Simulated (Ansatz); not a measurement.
As: from a starting cell to a relaxed one

The start is a relaxed As cell displaced along its unstable phonon at q = Γ (103i cm⁻¹), largest move 0.15 Å. Cell shape, volume and atoms are optimised at zero target pressure with PBEsol (plane waves to 420 eV, PAW, scalar-relativistic; Ansatz, a program for electronic structure). First-step values are on the input's coarse k-mesh.

Ansatz input (later rounds restart from its end on a renewed k-mesh):
Ansatz 0.2 input:
```yaml
crystal:
  lattice:
    - [-1.9156206591, 1.9156206591, 2.7623299552]
    - [1.9156206591, -1.9156206591, 2.7623299552]
    - [1.9156206591, 1.9156206591, -2.7623299552]
  atoms:
    - { symbol: As, position: [0.2612056012, 0.2220537996, 0.0391518016] }
    - { symbol: As, position: [0.7387943988, 0.7779462004, -0.0391518016] }
basis: { ecutwfc: 420, ecutrho_ratio: 4, xc_grid: 2, fft_grid_basis: typed }
kpoints: { mp_grid: { grid: [12, 12, 12] } }
hamiltonian:
  xc: pbesol
  dispersion: none
  pseudopotentials: { azcp: { folder: ./paw }, kind: paw }
scf: { occupations: { method: fermi_dirac, width: 0.05 } }
relax: { f_tol: 0.01, max_steps: 100, cell: { stress_tol: 0.02 } }
output: { forces: true, stress: true }
```

### Question
How large is the pressure on the unrelaxed cell, and of which sign?

### Answer
+2.3 GPa (positive: the cell is compressed).

### Question
How much energy is released per atom?

### Answer
0.04 eV/atom.

### Question
How does the volume per atom move from start to end?

### Answer
+2.8 %, from 20.27 to 20.85 Å³/atom.

### Question
Is the parent structure recovered?

### Answer
It does not go back: it reaches R-3m (No. 166), AFLOW prototype A_hR2_166_c (A7, as in As), 0.03 eV/atom below the parent.

### Question
How do the shortest distances between atoms change?

### Answer
The closest pairs of elements (up to four, under 3.6 Å), start → end: As–As 2.47 → 2.53 Å.

### Question
What band gap does the relaxed structure have at this level?

### Answer
No gap (metallic).

### Question
What does it relax into? Give the structure.

### Answer

```cif
data_As6
_chemical_formula_sum 'As6'
_space_group_name_H-M_alt 'R-3m :H'
_space_group_IT_number 166
_space_group_name_Hall '-R 3 2"'
_cell_length_a 3.78167
_cell_length_b 3.78167
_cell_length_c 10.10008
_cell_angle_alpha 90.000
_cell_angle_beta 90.000
_cell_angle_gamma 120.000
loop_
_atom_site_label
_atom_site_type_symbol
_atom_site_symmetry_multiplicity
_atom_site_Wyckoff_symbol
_atom_site_fract_x
_atom_site_fract_y
_atom_site_fract_z
_atom_site_occupancy
As1 As 6 c 0.00000 0.00000 0.26974 1
```
(The calculation used a cell of 2 atoms; values per cell refer to that cell.)

Final values are on a 15×15×15 k-mesh of the relaxed cell. No spin polarisation in the result.

The run could not lose the symmetry of its start.

Of the parent cell (I4/mmm (No. 139)): it is a generated cell of As: the first start was made by placing the elements on the sites of a structure type, and the end was not matched to a known phase here, so it may be hypothetical. Known forms of As include space group No. 166.
